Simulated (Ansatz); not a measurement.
AlN (wurtzite, P6_3mc), plane-wave PAW PBE (Ansatz code). The conduction-band minimum lies at Γ, with 1 equivalent valley. Second derivatives d²E/dk² of the lowest band at one valley (eV·Å²), along Cartesian directions:

| direction | d²E/dk² |
|---|---|
| [100] | 25.76 |
| [010] | 25.76 |
| [001] | 27.04 |
| [110] | 25.76 |
| [101] | 26.40 |
| [011] | 26.40 |

### Question
Find the principal effective masses, the density-of-states mass and the conductivity mass.

### Answer
Off-diagonal terms follow from H_xy = H[110] − (H_xx + H_yy)/2, and m*/mₑ = 7.620 eV·Å² over each eigenvalue: 0.28, 0.30, 0.30. One valley's DOS mass (m₁m₂m₃)^(1/3) = 0.29, conductivity mass 3/(Σ 1/mᵢ) = 0.29 mₑ.

### Question
What effective density of states Nc follows at 300 K for parabolic valleys?

### Answer
Nc = 2.509e19 × 1 × (0.29)^(3/2) ≈ 3.9e18 cm⁻³.

The PBE relaxation kept the symmetry of its start.

Potentials: the later of the program's two PAW sets.

Edges and masses are those of Kohn–Sham bands, whose gap is no quasiparticle gap.
